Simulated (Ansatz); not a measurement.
The relaxed structure here is a generated cell of SnS2: the first start was made by placing the elements on the sites of a structure type, and the end was not matched to a known phase here, so it may be hypothetical. Known forms of SnS2 include space group No. 164.

One stationary structure of SnS₂. Space group I4₁/amd (No. 141), anatase type. Computed with PBE (plane waves to 420 eV, PAW, scalar-relativistic; Ansatz, a program for electronic structure).

```xyz
6
Lattice="-2.6584 2.6584 5.5748 2.6584 -2.6584 5.5748 2.6584 2.6584 -5.5748" Properties=species:S:1:pos:R:3 pbc="T T T"
Sn     0.0000     0.0000     5.5748
Sn     2.6584     0.0000     2.7874
S      0.0000     0.0000     3.1300
S      2.6584     0.0000     0.3426
S      2.6584     0.0000     5.2322
S      0.0000     0.0000     8.0196
```

Problem. What band gap does PBE give?

Solution. 0.41 eV, indirect (valence top at P, conduction bottom at Γ) (no spin-orbit coupling).

Problem. Predict the smallest direct gap from PBE.

Solution. 0.78 eV at Γ.

No spin polarisation in the result.

The run could not lose the symmetry of its start: the end is stationary, and may be a saddle point rather than a minimum.
